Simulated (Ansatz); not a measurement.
Values for one crystal, relaxed and computed with the program Ansatz at the PBEsol level (PAW); other levels are named.

* **Volume per atom**: 8.45 Å³
* **Electronic character**: metallic (no gap)
* **Young's modulus**: 325 GPa
* **Hill bulk and shear moduli**: 212 and 131 GPa
* **Poisson's ratio**: 0.24
* **Bulk modulus (Birch–Murnaghan fit)**: 214 GPa
* **Debye temperature from the elastic constants**: 717 K

Task: Which of these materials gives this?
(A) TaCo3, Cu3Au type
(B) CaTl, CsCl type
(C) FeCo, CsCl type
(D) BeCo, CsCl type

Result: D, BeCo, CsCl type

Space group Pm-3m (CsCl type). The workflow started from a Materials Project entry (that database holds measured and hypothetical structures alike); the Crystallography Open Database files this formula in space group No. 221, but the cells were not matched. Its standing as an ambient phase is unchecked. The cell was relaxed with PBEsol under the symmetry of its start; whether a distortion lowers the energy is not shown. The final state is ferromagnetic, the only order run, not a proven ground state. The cell computed holds one magnetic atom, so no antiferromagnetic order was within reach. As this level gives no gap, shear constants depend on the k-mesh and smearing (Fermi–Dirac, 0.1 eV here).

Potentials: the later of the program's two PAW sets.
